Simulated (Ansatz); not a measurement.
Polymorphs of Ge, each relaxed with plane-wave PAW r²SCAN (Ansatz code):

A: I-43m, a = b = c = 10.4824 Å, α = β = γ = 90.00°

B: P6_3/mmc, a = b = 3.996 Å, c = 6.599 Å, α = β = 90.00°, γ = 120.00°

C: Ia-3, a = b = c = 6.967 Å, α = β = γ = 90.00°

D: P6_3/mmc, a = 4.0035 Å, b = 4.0035 Å, c = 13.1454 Å, α = 90.00°, β = 90.00°, γ = 120.00°

E: R-3, a = b = 9.892 Å, c = 5.910 Å, α = β = 90.00°, γ = 120.00°

**Question.** Rank these by energy per atom at 0 K (lowest first), as r²SCAN gives it.

**Answer.** D (+0 meV/atom), B (+9 meV/atom), A (+89 meV/atom), C (+158 meV/atom), E (+168 meV/atom)

**Question.** Give each one's gap.

**Answer.** A 1.24 eV; B 0.09 eV; C no gap; D 0.27 eV; E no gap.

Typed or built starts, not in the databases checked: A. Not the usual ambient phase: A; B; C; D; E. All cells were relaxed under the symmetry of their starts (and spin orders); stability against distortions was not tested throughout. Scalar-relativistic: spin–orbit coupling is off unless named, which matters more the heavier the elements.

Energies hold the estimated change up to a 700 eV cutoff; steps of a few meV lie near the error of the meshes.

Potentials: the later of the program's two PAW sets.
